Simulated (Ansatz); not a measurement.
## Perovskite alloy of SrTiO3 and SrZrO3 (6 of 8 Ti sites exchanged), 40 atoms

Ansatz, PAW, plane waves. PBEsol relaxation of volume and atoms (shape held) at the single k point (¼, ¼, ¼) without its symmetry partners; single points on the relaxed atoms at the single k point (¼, ¼, ¼) without its symmetry partners, onto which points of the small cell's zone fold. Arrangement: random. No spin–orbit coupling unless named.

Relaxed structure:

```cif
data_structure
_symmetry_space_group_name_H-M 'P 1'
_symmetry_Int_Tables_number 1
_cell_length_a 8.0796
_cell_length_b 8.0796
_cell_length_c 8.0796
_cell_angle_alpha 90.000
_cell_angle_beta 90.000
_cell_angle_gamma 90.000
_cell_volume 527.43
loop_
_atom_site_label
_atom_site_type_symbol
_atom_site_fract_x
_atom_site_fract_y
_atom_site_fract_z
_atom_site_occupancy
Sr1 Sr 0.97999 0.00032 0.00784 1
Sr2 Sr 0.98173 0.00114 0.51497 1
Sr3 Sr 0.00970 0.49956 0.98862 1
Sr4 Sr 0.99867 0.50180 0.48345 1
Sr5 Sr 0.50264 0.99882 0.01736 1
Sr6 Sr 0.49160 0.00106 0.51216 1
Sr7 Sr 0.51957 0.49948 0.98583 1
Sr8 Sr 0.52129 0.50031 0.49295 1
Zr1 Zr 0.25065 0.25030 0.25039 1
Zr2 Zr 0.25064 0.25030 0.75039 1
Zr3 Zr 0.25065 0.75031 0.25039 1
Zr4 Zr 0.25065 0.75031 0.75040 1
Zr5 Zr 0.75065 0.25032 0.25040 1
Zr6 Zr 0.75065 0.75030 0.75040 1
Ti1 Ti 0.75062 0.25030 0.75040 1
Ti2 Ti 0.75067 0.75031 0.25040 1
O1 O 0.28116 0.30133 0.00002 1
O2 O 0.22016 0.19927 0.50077 1
O3 O 0.28031 0.69882 0.00060 1
O4 O 0.22097 0.80178 0.50019 1
O5 O 0.72070 0.23026 0.99312 1
O6 O 0.78061 0.27034 0.50767 1
O7 O 0.72231 0.76982 0.00793 1
O8 O 0.77898 0.73079 0.49286 1
O9 O 0.99973 0.28812 0.21971 1
O10 O 0.99146 0.21579 0.77976 1
O11 O 0.99183 0.71685 0.22259 1
O12 O 0.99961 0.78955 0.78343 1
O13 O 0.50157 0.21245 0.28105 1
O14 O 0.50986 0.28483 0.72103 1
O15 O 0.50945 0.78374 0.27820 1
O16 O 0.50170 0.71108 0.71735 1
O17 O 0.22561 0.99996 0.19304 1
O18 O 0.29738 0.00061 0.79001 1
O19 O 0.27567 0.50063 0.30774 1
O20 O 0.20395 0.50000 0.71077 1
O21 O 0.78619 0.99306 0.26422 1
O22 O 0.72098 0.00760 0.72728 1
O23 O 0.71510 0.50753 0.23657 1
O24 O 0.78033 0.49302 0.77351 1
```

Q: What are the mean bond lengths by pair (pairs within 1.2 times the sum of covalent radii, less contacts 15 % beyond the pair's median; cation–cation pairs of compounds aside; long ionic contacts are cut short by that bound)?

A: O–Sr 2.740 ± 0.189 Å (standard deviation, 74 bonds); O–Ti 1.982 ± 0.003 Å (standard deviation, 12 bonds); O–Zr 2.084 ± 0.020 Å (standard deviation, 36 bonds).

Q: What gap lies between the top filled and the lowest empty level in the single points?

A: r²SCAN 3.69 eV (44 s on 2 threads of EPYC 7R13). Away from Γ this isn't the crystal's band gap.
